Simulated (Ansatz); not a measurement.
MgH₂:
```
CELL_PARAMETERS angstrom
      4.47651     0.00000     0.00000
      0.00000     4.47651     0.00000
      0.00000     0.00000     3.00771
ATOMIC_POSITIONS crystal
  Mg 0.50000 0.50000 0.50000
  Mg 0.00000 0.00000 0.00000
  H  0.69549 0.69549 0.00000
  H  0.30451 0.30451 0.00000
  H  0.80451 0.19549 0.50000
  H  0.19549 0.80451 0.50000
```

Relaxed with PBEsol.

Question: Give the optical modes at the zone centre with their infrared activity from DFPT, PBEsol (plane waves, PAW; program Ansatz).

Answer: Transverse frequencies, without the LO–TO term; a row sums one degenerate level.

```csv
ω (cm⁻¹),degeneracy,IR ((D/Å)²/amu),activity,symmetry
181,1,0.00,IR-inactive,B1u
237,1,0.00,IR-inactive,B1g
298,2,1.02,IR,Eu
489,2,86.73,IR,Eu
738,1,0.00,IR-inactive,A2g
882,1,94.20,IR,A2u
990,2,0.00,IR-inactive,Eg
1123,1,0.00,IR-inactive,B1u
1208,2,90.71,IR,Eu
1311,1,0.00,IR-inactive,A1g
1473,1,0.00,IR-inactive,B2g
```

Question: How high does the top mode go among those that the LO–TO term moves?

Answer: 1397 cm⁻¹ for q along x, 1397 cm⁻¹ for q along y, 1253 cm⁻¹ for q along z.

Space group P4_2/mnm (rutile). The PBEsol relaxation kept the symmetry of its start; phonons on a q-mesh show no instability.

Potentials: the later of the program's two PAW sets.
